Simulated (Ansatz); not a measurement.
# Kick test of a cell of Ca3Sn3N2

The cell was found from a proposed guess, not taken from experiment.

Computed with Ansatz 0.2.0, DFT PBE, scalar-relativistic, plane waves, PAW. Settings: cutoff 420 eV, Γ-centred mesh 8×8×4 on the computed 8-atom cell, Gaussian smearing of 0.10 eV; no spin polarisation.

The cell below (8 atoms, space group P4/mmm (No. 123)) is relaxed within its symmetry.

```
Ca Sn N
1.0
     3.67731    0.00000    0.00000
     0.00000    3.67731    0.00000
     0.00000    0.00000   13.24561
Ca Sn N
3 3 2
Direct
  0.00000 0.00000 0.00000
  0.50000 0.50000 0.81388
  0.50000 0.50000 0.18612
  0.00000 0.00000 0.65554
  0.00000 0.00000 0.34446
  0.50000 0.50000 0.50000
  0.00000 0.00000 0.81979
  0.00000 0.00000 0.18021
```

For the test it was strained at random (σ = 1.5 % a component), the atoms were moved at random (σ = 0.10 Å), and all was relaxed again on a coarse 6×6×2 mesh (in the run’s order of axes) with 0.20 eV smearing, with no symmetry imposed.

Question: What happens?

Answer: It returns, within 1 meV/atom of the unmoved cell on that mesh and with the same symmetry when read at 0.1 Å (Cmmm at 0.01 Å, so small strains and shifts remain). So it is stable against the distortions that fit this cell and that this random move excites. Modes that don't fit the cell aren't tested.
